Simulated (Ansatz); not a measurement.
InGa3P4, ordered on the zincblende lattice (Cm) with 8 atoms a cell at its r2SCAN geometry, run in Ansatz 0.2.0 at 4 levels of theory. All values are calculated for a non-magnetic cell, which may be hypothetical.

The PBE+SOC input:
```yaml
crystal:
  lattice:
    - [6.5252408649, -1.9649258253, 0.0050146714]
    - [6.5252408649, 1.9649258253, 0.0050146714]
    - [-1.1812483937, 0.0, 6.7230078977]
  atoms:
    - { symbol: Ga, position: [-0.0025906369, -0.0025906369, -0.0056976252] }
    - { symbol: Ga, position: [0.5024998101, 0.5024998101, 0.5056280883] }
    - { symbol: Ga, position: [0.2504356915, 0.2504356915, 0.7497878434] }
    - { symbol: In, position: [0.7491624344, 0.7491624344, 0.2491408266] }
    - { symbol: P, position: [0.5515966181, 0.5515966181, 0.1837552603] }
    - { symbol: P, position: [0.0656334547, 0.0656334547, 0.6888562952] }
    - { symbol: P, position: [0.8137400975, 0.8137400975, 0.922200573] }
    - { symbol: P, position: [0.3195225307, 0.3195225307, 0.4563287385] }
kpoints:
  mp_grid: { grid: [8, 8, 4] }
  band_path:
    path:
      - [0.0, 0.0, 0.0]
      - [-0.2733628821, 0.2733628821, 0.0]
      - [0.2733628821, 0.7266371179, 0.0]
      - [0.5, 0.5, 0.0]
      - [0.5, 0.5, -0.5]
      - [0.2656669936, 0.7343330064, -0.5]
      - [-0.2656669936, 0.2656669936, -0.5]
      - [0.0, 0.0, -0.5]
      - [0.0, 0.5, -0.5]
    npoints: 1
hamiltonian:
  xc: pbe
scf:
  occupations: { method: fermi_dirac, width: 0.02 }
  n_extra_bands: 12
magnetization:
  noncollinear: true
  spin_orbit: true
output:
  forces: true
  stress: true
  eigenvalues: true
```

Main results, then, where recorded, the levels near the gap in eV from the Fermi energy (columns number the bands from 0), one row a point of the path (Γ, C, C₂, Y₂, M₂, D, D₂, A, L₂):
```
Crystal: 8 atoms, lattice volume = 172.423 Å³
Symmetry: 2 space group operations + 2 with time reversal
Magnetic group: BNS 8.33 (UNI 40)
```
```
Basis set: ecut = 420 eV, 3391 PW (Γ)
Bands: 84, of which v1, the nominal top of the filled ones, is band 72 counted from 1 (71 counted from 0)
k-points: 78 of 256 (time reversal used)
Free energy (F): -19974.676687 eV
Fermi energy:    7.681016 eV
--- Forces (eV/Å), atoms counted from 1 ---
  atom   1  Ga      0.02747      0.00000      0.00036
  atom   2  Ga      0.02777      0.00000      0.00604
  atom   3  Ga    -0.02915      0.00000      0.01725
  atom   4  In    -0.01482      0.00000    -0.01481
  atom   5  P       0.01111      0.00000      0.00360
  atom   6  P     -0.00781      0.00000      0.00091
  atom   7  P     -0.01300      0.00000      0.01541
  atom   8  P     -0.00157      0.00000    -0.02877
--- Stress (GPa, compression-positive) ---
        2.207924       0.000000       0.003684
        0.000000       2.144702       0.000000
        0.003684       0.000000       2.194249
  P = ⅓ Tr σ = 2.1823 GPa (21.823 kbar)
```
```tsv
band_66	band_67	band_68	band_69	band_70	band_71	band_72	band_73	band_74	band_75	band_76	band_77
-0.738	-0.738	-0.649	-0.649	-0.575	-0.575	0.572	0.572	1.017	1.017	1.613	1.613
-2.648	-2.628	-2.558	-2.547	-1.973	-1.967	1.763	1.774	1.931	1.951	2.321	2.329
-2.648	-2.628	-2.558	-2.547	-1.973	-1.967	1.763	1.774	1.931	1.951	2.321	2.329
-1.439	-1.439	-1.150	-1.150	-0.971	-0.971	0.846	0.846	1.032	1.032	1.066	1.066
-2.406	-2.406	-1.498	-1.498	-1.065	-1.065	1.513	1.513	1.643	1.643	1.883	1.883
-2.776	-2.731	-2.072	-2.064	-1.932	-1.924	1.166	1.177	1.277	1.281	1.805	1.809
-2.776	-2.731	-2.072	-2.064	-1.932	-1.924	1.166	1.177	1.277	1.281	1.805	1.809
-1.794	-1.794	-1.673	-1.673	-1.386	-1.386	1.762	1.762	1.937	1.937	2.079	2.079
-2.441	-2.441	-1.767	-1.767	-1.671	-1.671	0.828	0.828	1.061	1.061	1.286	1.286
```

With PBE+SOC the gap is 1.15 eV and direct, at Γ.

**Question.** Another run on the same cell gave
```
Basis set: ecut = 500 eV, 4363 PW (Γ)
Bands: 42, of which v1, the nominal top of the filled ones, is band 36 counted from 1 (35 counted from 0)
k-points: 78 of 256 (time reversal used)
Free energy (F): -20023.016884 eV
Fermi energy:    6.914912 eV
--- Forces (eV/Å), atoms counted from 1 ---
  atom   1  Ga      0.00128      0.00000      0.00106
  atom   2  Ga    -0.00107      0.00000    -0.00015
  atom   3  Ga    -0.00233      0.00000    -0.00070
  atom   4  In      0.00013      0.00000    -0.00019
  atom   5  P       0.00056      0.00000    -0.00051
  atom   6  P       0.00046      0.00000      0.00006
  atom   7  P     -0.00038      0.00000      0.00147
  atom   8  P       0.00135      0.00000    -0.00105
--- Stress (GPa, compression-positive) ---
        0.006528       0.000000       0.007075
        0.000000      -0.045382       0.000000
        0.007075       0.000000       0.023417
  P = ⅓ Tr σ = -0.0051 GPa (-0.051 kbar)
```
```tsv
band_33	band_34	band_35	band_36	band_37	band_38
-0.124	-0.072	0.000	1.585	2.010	2.480
-2.136	-2.048	-1.441	2.643	2.822	3.243
-2.136	-2.048	-1.441	2.643	2.822	3.243
-0.908	-0.567	-0.406	1.758	1.896	2.010
-1.865	-0.953	-0.494	2.368	2.509	2.831
-2.216	-1.545	-1.396	2.017	2.124	2.716
-2.216	-1.545	-1.396	2.017	2.124	2.716
-1.230	-1.112	-0.825	2.647	2.836	2.994
-1.929	-1.204	-1.156	1.724	1.925	2.157
```
Which level of theory and mesh gave it?

**Answer.** It is r2SCAN, on 8×8×4; the blocks that differ from the first input, but for the band path:
```yaml
hamiltonian:
  xc: r2scan
scf:
  occupations: { method: fixed }
  n_extra_bands: 6
```
(magnetization left out)
The r2SCAN gap is direct at Γ: 1.58 eV. The mean stress is close to zero (-0.01 GPa).

HSE06. Against the first input these blocks differ (the band path and keys that only write files left aside):
```yaml
kpoints:
  mp_grid: { grid: [4, 4, 2] }
hamiltonian:
  xc: hse06
scf:
  occupations: { method: fixed }
  n_extra_bands: 6
```
(magnetization left out)

```
Basis set: ecut = 420 eV, 3391 PW (Γ)
Bands: 42, of which v1, the nominal top of the filled ones, is band 36 counted from 1 (35 counted from 0)
k-points: 14 of 32 (time reversal used)
Exchange kernel: α = 0.2500, screened, ω = 0.2079 Å⁻¹, Wigner–Seitz truncation, v(0) = 1030.5519 eV·Å³, q-mesh 4×4×2
hybrid outer 1: dexx = +3.444e-2 eV, tail = 9.10e-5 eV
hybrid outer 2: dexx = +3.758e-6 eV, tail = 4.92e-8 eV, Δε = 2.55e-3 eV, ΔF = 2.73e-3 eV/Å
Free energy (F): -19980.085862 eV
Fermi energy:    6.662546 eV
--- Forces (eV/Å), atoms counted from 1 ---
  atom   1  Ga      0.00604      0.00000    -0.01754
  atom   2  Ga      0.00868      0.00000    -0.02157
  atom   3  Ga    -0.02379      0.00000    -0.00524
  atom   4  In    -0.00513      0.00000    -0.02083
  atom   5  P       0.05329      0.00000      0.02743
  atom   6  P     -0.00083      0.00000      0.02120
  atom   7  P     -0.01882      0.00000      0.06780
  atom   8  P     -0.01942      0.00000    -0.05118
--- Stress (GPa, compression-positive) ---
        0.233895       0.000000       0.040381
        0.000000       0.796061       0.000000
        0.040380       0.000000       0.043334
  P = ⅓ Tr σ = 0.3578 GPa (3.578 kbar)
```
```tsv
band_33	band_34	band_35	band_36	band_37	band_38
-0.109	-0.063	0.000	2.041	2.454	2.963
-2.210	-2.121	-1.480	3.105	3.289	3.747
-2.210	-2.121	-1.480	3.105	3.289	3.747
-0.929	-0.579	-0.427	2.190	2.329	2.509
-1.918	-0.981	-0.520	2.852	2.992	3.366
-2.288	-1.590	-1.443	2.456	2.557	3.186
-2.288	-1.590	-1.443	2.456	2.557	3.186
-1.245	-1.123	-0.867	3.145	3.355	3.530
-2.008	-1.234	-1.188	2.153	2.345	2.621
```

With HSE06 the gap is 2.04 eV and direct, at Γ. The mean pressure at these positions is +0.4 GPa, compression counted positive. (The program warns that its thresholds are loose for a hybrid's stress.)

PBE0. Against the first input these blocks differ (the band path and keys that only write files left aside):
```yaml
kpoints:
  mp_grid: { grid: [4, 4, 2] }
hamiltonian:
  xc: pbe0
scf:
  occupations: { method: fixed }
  n_extra_bands: 6
```
(magnetization left out)

```
Basis set: ecut = 420 eV, 3391 PW (Γ)
Bands: 42, of which v1, the nominal top of the filled ones, is band 36 counted from 1 (35 counted from 0)
k-points: 14 of 32 (time reversal used)
Exchange kernel: α = 0.2500, full range, Wigner–Seitz truncation, v(0) = 10331.9544 eV·Å³, q-mesh 4×4×2
hybrid outer 1: dexx = +4.919e-2 eV, tail = 1.28e-4 eV
hybrid outer 2: dexx = +7.745e-6 eV, tail = 7.73e-8 eV, Δε = 2.95e-3 eV, ΔF = 2.28e-3 eV/Å
Free energy (F): -19980.217792 eV
Fermi energy:    6.313954 eV
--- Forces (eV/Å), atoms counted from 1 ---
  atom   1  Ga      0.00444      0.00000    -0.01699
  atom   2  Ga      0.00692      0.00000    -0.02145
  atom   3  Ga    -0.02154      0.00000    -0.00569
  atom   4  In    -0.00372      0.00000    -0.01917
  atom   5  P       0.05626      0.00000      0.02740
  atom   6  P     -0.00110      0.00000      0.02045
  atom   7  P     -0.01964      0.00000      0.06952
  atom   8  P     -0.02166      0.00000    -0.05406
--- Stress (GPa, compression-positive) ---
        0.008619       0.000000       0.039071
        0.000000       0.548842       0.000000
        0.039071       0.000000      -0.182231
  P = ⅓ Tr σ = 0.1251 GPa (1.251 kbar)
```
```tsv
band_33	band_34	band_35	band_36	band_37	band_38
-0.092	-0.061	0.000	2.702	3.125	3.650
-2.236	-2.145	-1.494	3.783	3.970	4.432
-2.236	-2.145	-1.494	3.783	3.970	4.432
-0.941	-0.589	-0.439	2.863	2.997	3.186
-1.942	-0.993	-0.532	3.535	3.674	4.051
-2.320	-1.612	-1.463	3.133	3.235	3.867
-2.320	-1.612	-1.463	3.133	3.235	3.867
-1.252	-1.130	-0.888	3.834	4.041	4.215
-2.039	-1.241	-1.202	2.822	3.010	3.301
```

The PBE0 gap is direct at Γ: 2.70 eV. The mean stress is close to zero (0.1 GPa). The stress of a hybrid is loosely converged here.

The hybrids run on coarser meshes, which limits their stresses and small splittings of levels.

Totals of different functionals, or with and without spin-orbit coupling, can't be compared.

Only the levels marked +SOC include spin-orbit coupling.

The meshes of the hybrids are coarse, so their gaps aren't converged to the digits shown.
